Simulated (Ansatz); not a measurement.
All numbers below come from DFT PBE, scalar-relativistic, plane waves, PAW in Ansatz 0.2.0. Settings: cutoff 420 eV, Γ-centred meshes spaced at most about 0.3 Å⁻¹, and about 0.25 Å⁻¹ or finer for metals (2π included), Gaussian smearing. No spin polarisation in the final relaxations.

These are static total energies at zero pressure.

Two relaxed structures of CoSi4:

A.

```cif
data_structure
_symmetry_space_group_name_H-M 'P-43m'
_symmetry_Int_Tables_number 215
_cell_length_a 4.2859
_cell_length_b 4.2859
_cell_length_c 4.2859
_cell_angle_alpha 90.000
_cell_angle_beta 90.000
_cell_angle_gamma 90.000
_cell_volume 78.73
loop_
_atom_site_label
_atom_site_type_symbol
_atom_site_symmetry_multiplicity
_atom_site_Wyckoff_symbol
_atom_site_fract_x
_atom_site_fract_y
_atom_site_fract_z
_atom_site_occupancy
Co1 Co 1 a 0.00000 0.00000 0.00000 1
Si1 Si 4 e 0.29276 0.29276 0.29276 1
```

B.

```cif
data_structure
_symmetry_space_group_name_H-M 'Im-3m'
_symmetry_Int_Tables_number 229
_cell_length_a 5.2647
_cell_length_b 5.2647
_cell_length_c 5.2647
_cell_angle_alpha 90.000
_cell_angle_beta 90.000
_cell_angle_gamma 90.000
_cell_volume 145.92
loop_
_atom_site_label
_atom_site_type_symbol
_atom_site_symmetry_multiplicity
_atom_site_Wyckoff_symbol
_atom_site_fract_x
_atom_site_fract_y
_atom_site_fract_z
_atom_site_occupancy
Co1 Co 2 a 0.00000 0.00000 0.00000 1
Si1 Si 8 c 0.25000 0.25000 0.75000 1
```

Task: Which would you expect to be lower, and how large is the difference?

Result: B is lower, by 0.35 eV/atom. A has space group P-43m (No. 215), 15.7 Å³/atom and no gap on its mesh; B has space group Im-3m (No. 229), 14.6 Å³/atom and no gap. Counting Si atoms around Co (those within 1.25 times the shortest such distance or 1.15 times the sum of covalent radii), A has Co 4 and B has Co 8. A holds Si–Si units of three or more atoms (shortest 2.51 Å); in B the shortest Si–Si distance is 2.63 Å, near bonding range too. The denser one is the lower, and pressure would at first widen the difference. Even the lower one lies +0.11 eV/atom against the reference forms of the elements (uncorrected), so neither is stable at this level. In A, around Co lie 4 Si at 2.17 Å; Si has 1 Co at 2.17 Å and 3 Si at 2.51 Å. In B, Co is surrounded by 8 Si at 2.28 Å; Si is surrounded by 2 Co at 2.28 Å and 6 Si at 2.63 Å. Both come from invented guesses. A third cell relaxed alike, in P4/mmm, lies 0.30 eV/atom below the lower of the two.

Trial moments died out on the coarse mesh in P-43m and Im-3m; another magnetic start might hold. Cells relaxed within their symmetry can be saddle points.
